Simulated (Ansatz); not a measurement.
CdO (rock salt), relaxed with PBEsol (Ansatz, a program for electronic structure, plane waves, PAW): a = b = c = 4.6902 Å, α = β = γ = 90.00°.

- gap (eV): none
- B₀ by P(V) fit (GPa): 145

The same phase is relaxed and computed with HSE06 in the same code. What are the cell and these values now?

a = b = c = 4.706 Å, α = β = γ = 90.00°.

- gap (eV) = 0.90
- B₀ by P(V) fit (GPa) = 145

All cells were relaxed under the symmetry of their starts (and spin orders); stability against distortions was not tested throughout. Spin–orbit coupling is left out wherever it is not named.

Potentials: the later of the program's two PAW sets.

Ansatz is a plane-wave DFT program.
